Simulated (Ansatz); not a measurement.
Relaxation of a generated trial cell of ZrC in the AFLOW prototype AB_oC8_65_j_g (as in VIr); 4 atoms in the cell, which starts as Cmmm (No. 65), oS8; a = 5.8243 Å, b = 6.5900 Å, c = 2.7273 Å, α = β = γ = 90.00°. All values below come from PBEsol (plane waves to 420 eV, PAW, scalar-relativistic; Ansatz, an electronic-structure program). Γ-centred k-mesh 5×5×8 on the run's cell (coarser than for final values), Fermi–Dirac smearing 0.05 eV. This is the first round of the run. 

The optimiser's lines from the output (shortened; P is positive under compression):

```
relax step   1: F+E_penalty+E_count = -8748.61833754 eV  Δ(F+E_penalty+E_count) = +0.000e0 eV  max|allowed force component| = 1.813e0 eV/Å  Δτ_max = 0.0000 Å  P = -12.691 GPa  Ω = 52.339 Å³  (7 SCF iters, dr2 threshold 1.00e-7 eV, accepted)
relax step   2: F+E_penalty+E_count = -8749.51775467 eV  Δ(F+E_penalty+E_count) = -8.994e-1 eV  max|allowed force component| = 3.197e-1 eV/Å  Δτ_max = 0.1785 Å  P = -0.878 GPa  Ω = 48.502 Å³  (7 SCF iters, dr2 threshold 4.00e-7 eV, accepted)
relax step   3: F+E_penalty+E_count = -8749.65480050 eV  Δ(F+E_penalty+E_count) = -1.370e-1 eV  max|allowed force component| = 6.250e-1 eV/Å  Δτ_max = 0.0495 Å  P = +3.608 GPa  Ω = 47.485 Å³  (6 SCF iters, dr2 threshold 4.00e-7 eV, accepted)
relax step   4: F+E_penalty+E_count = -8749.69256804 eV  Δ(F+E_penalty+E_count) = -3.777e-2 eV  max|allowed force component| = 3.878e-2 eV/Å  Δτ_max = 0.0312 Å  P = -0.102 GPa  Ω = 48.298 Å³  (6 SCF iters, dr2 threshold 4.00e-7 eV, accepted)
relax step   5: F+E_penalty+E_count = -8749.69579022 eV  Δ(F+E_penalty+E_count) = -3.222e-3 eV  max|allowed force component| = 1.119e-2 eV/Å  Δτ_max = 0.0034 Å  P = -0.304 GPa  Ω = 48.369 Å³  (6 SCF iters, dr2 threshold 4.00e-7 eV, accepted)
relax step   6: F+E_penalty+E_count = -8749.69816580 eV  Δ(F+E_penalty+E_count) = -2.376e-3 eV  max|allowed force component| = 1.008e-2 eV/Å  Δτ_max = 0.0024 Å  P = +0.170 GPa  Ω = 48.311 Å³  (6 SCF iters, dr2 threshold 4.00e-7 eV, accepted)
relax step   7: F+E_penalty+E_count = -8749.69815362 eV  Δ(F+E_penalty+E_count) = +1.218e-5 eV  max|allowed force component| = 3.213e-4 eV/Å  Δτ_max = 0.0010 Å  P = +0.001 GPa  Ω = 48.349 Å³  (5 SCF iters, dr2 threshold 1.34e-7 eV, accepted)
relax step   8: F+E_penalty+E_count = -8749.69814911 eV  Δ(F+E_penalty+E_count) = +4.506e-6 eV  max|allowed force component| = 5.517e-5 eV/Å  Δτ_max = 0.0000 Å  P = -0.008 GPa  Ω = 48.352 Å³  (5 SCF iters, dr2 threshold 1.30e-9 eV, accepted)
relax step   9: F+E_penalty+E_count = -8749.69589382 eV  Δ(F+E_penalty+E_count) = +2.255e-3 eV  max|allowed force component| = 5.282e-5 eV/Å  Δτ_max = 0.0000 Å  P = -0.076 GPa  Ω = 48.352 Å³  stress off target by 1.84e-1 GPa  SCF on the basis re-selected at this cell (its energy is not comparable with the rows above)  (6 SCF iters)
relax step  10: F+E_penalty+E_count = -8749.69593986 eV  Δ(F+E_penalty+E_count) = -4.604e-5 eV  max|allowed force component| = 3.293e-4 eV/Å  Δτ_max = 0.0000 Å  P = +0.005 GPa  Ω = 48.335 Å³  (4 SCF iters, dr2 threshold 8.49e-8 eV, accepted)
relax step  11: F+E_penalty+E_count = -8749.69594426 eV  Δ(F+E_penalty+E_count) = -4.406e-6 eV  max|allowed force component| = 4.799e-5 eV/Å  Δτ_max = 0.0000 Å  P = +0.002 GPa  Ω = 48.335 Å³  (4 SCF iters, dr2 threshold 8.56e-9 eV, accepted)
relax step  12: F+E_penalty+E_count = -8749.69595270 eV  Δ(F+E_penalty+E_count) = -8.439e-6 eV  max|allowed force component| = 3.405e-5 eV/Å  Δτ_max = 0.0000 Å  P = +0.002 GPa  Ω = 48.335 Å³  stress off target by 5.01e-3 GPa  SCF on the basis re-selected at this cell (its energy is not comparable with the rows above)  (5 SCF iters)
```

From the first to the last row the energy changes by -0.27 eV/atom and the volume by -7.7 %. The last row is marked as not comparable with the walk above it, whose basis was carried along; it does compare with step 1, since both stand on a basis selected at the nominal cutoff for their own cell.

Later rounds, restarted from the end of this one on a renewed k-mesh, logged 12 more steps. The final structure after all rounds: P4/mmm (No. 123), tP2; a = 3.019 Å, b = 3.019 Å, c = 2.645 Å, α = 90.00°, β = 90.00°, γ = 90.00°. Between re-selections the logged energies stand on a plane-wave basis carried along with the cell. No spin polarisation in the result.

The run could not lose the symmetry of its start, so the end can be a saddle point.

The relaxed structure here is a generated cell of ZrC: the first start was made by placing the elements on the sites of a structure type, and the end was not matched to a known phase here, so it may be hypothetical. Known forms of ZrC include space group No. 225.
